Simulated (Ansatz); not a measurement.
Ta:
Space group Im-3m (No. 229); a = b = c = 3.319 Å, α = β = γ = 90.00°

```tsv
atom	site	symmetry	x	y	z
Ta	2a	m-3m	0.0000	0.0000	0.0000
```
(The calculation used a cell of 1 atom; values per cell refer to that cell.)

Relaxed with PBE.

Question: Which orbitals make up the states near the Fermi level in plane-wave PAW PBE (Ansatz code)?

Answer: Within 0.5 eV of the Fermi level: Ta 5d 85 %, Ta 6s 8 %, outside the projected shells 6 %. Projections are on Löwdin-orthogonalised atomic valence shells; empty p or d shells of many metals are not among them.

Question: Tabulate the density of states.

Answer: States/eV per cell of 1 atom, in 0.25 eV bins, energy from the Fermi level.

```tsv
E (eV)	total	Ta 5d	Ta 6s	Ta 5p
-7.85	0.01	0.00	0.00	0.00
-7.60	0.03	0.00	0.03	0.00
-7.35	0.04	0.00	0.04	0.00
-7.10	0.06	0.00	0.05	0.00
-6.85	0.07	0.00	0.06	0.00
-6.60	0.08	0.00	0.07	0.00
-6.35	0.09	0.00	0.08	0.00
-6.10	0.11	0.01	0.09	0.00
-5.85	0.12	0.01	0.10	0.00
-5.60	0.14	0.01	0.12	0.00
-5.35	0.16	0.02	0.13	0.00
-5.10	0.19	0.03	0.14	0.01
-4.85	0.22	0.05	0.16	0.01
-4.60	0.27	0.08	0.18	0.01
-4.35	0.45	0.22	0.22	0.01
-4.10	0.64	0.38	0.24	0.01
-3.85	0.63	0.40	0.22	0.01
-3.60	0.70	0.49	0.19	0.01
-3.35	0.80	0.61	0.17	0.01
-3.10	0.91	0.73	0.15	0.01
-2.85	1.18	1.01	0.14	0.02
-2.60	0.89	0.79	0.09	0.01
-2.35	0.56	0.51	0.04	0.01
-2.10	0.39	0.37	0.02	0.01
-1.85	0.35	0.33	0.01	0.01
-1.60	0.91	0.88	0.01	0.01
-1.35	2.35	2.28	0.01	0.03
-1.10	1.53	1.46	0.03	0.02
-0.85	1.39	1.29	0.05	0.02
-0.60	1.41	1.26	0.07	0.02
-0.35	1.88	1.61	0.16	0.02
-0.10	1.60	1.35	0.14	0.02
0.15	1.12	0.96	0.08	0.01
0.40	0.90	0.77	0.05	0.01
0.65	0.62	0.51	0.04	0.00
0.90	0.33	0.24	0.02	0.00
1.15	0.31	0.24	0.01	0.00
1.40	0.29	0.25	0.01	0.00
1.65	0.32	0.31	0.01	0.00
1.90	0.54	0.51	0.02	0.00
2.15	0.66	0.63	0.02	0.00
2.40	0.73	0.69	0.02	0.00
2.65	0.78	0.74	0.02	0.00
2.90	0.85	0.81	0.02	0.00
3.15	1.00	0.95	0.02	0.00
3.40	1.09	1.05	0.02	0.00
3.65	1.08	1.04	0.02	0.00
3.90	1.21	1.17	0.02	0.00
4.15	1.11	1.08	0.01	0.00
4.40	1.15	1.11	0.02	0.00
4.65	2.05	1.92	0.10	0.00
```

Symmetry was held in the PBE relaxation. The run is not spin-polarised. Scalar-relativistic: spin–orbit coupling is off unless named, which matters more the heavier the elements.

Potentials: the earlier of the program's two PAW sets.
